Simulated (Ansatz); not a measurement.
The relaxed structure here is a generated cell of HfO2: the first start was made by placing the elements on the sites of a structure type, and the end was not matched to a known phase here, so it may be hypothetical. Known forms of HfO2 include space group No. 14, 29, 137, 225.

The end point of a relaxation of HfO2. Space group F-43m (No. 216). The numbers are results of PBEsol (plane waves to 420 eV, PAW, scalar-relativistic; Ansatz, a first-principles code), not measurements.

Space group F-43m (No. 216); a = 4.992 Å, b = 4.992 Å, c = 4.992 Å, α = 90.00°, β = 90.00°, γ = 90.00°

```
atom  site  symmetry       x       y       z
----  ----  --------  ------  ------  ------
O       4a      -43m  0.0000  0.0000  0.0000
O       4d      -43m  0.7500  0.7500  0.7500
Hf      4c      -43m  0.2500  0.2500  0.2500
```
(The calculation used a cell of 3 atoms; values per cell refer to that cell.)

Give the band gap at the level PBEsol.

2.33 eV, direct within 0.03 eV (at X) (no spin-orbit coupling).

What is the computed smallest direct gap (PBEsol)?

2.35 eV at X.

No spin polarisation in the result.

The run could not lose the symmetry of its start, so the end can be a saddle point.

All atoms sit on sites fixed by symmetry, so only the cell could relax.

It was reached from a disturbed copy of a Fm-3m (No. 225) cell (fluorite type), against which it lies +1.177 eV/atom.
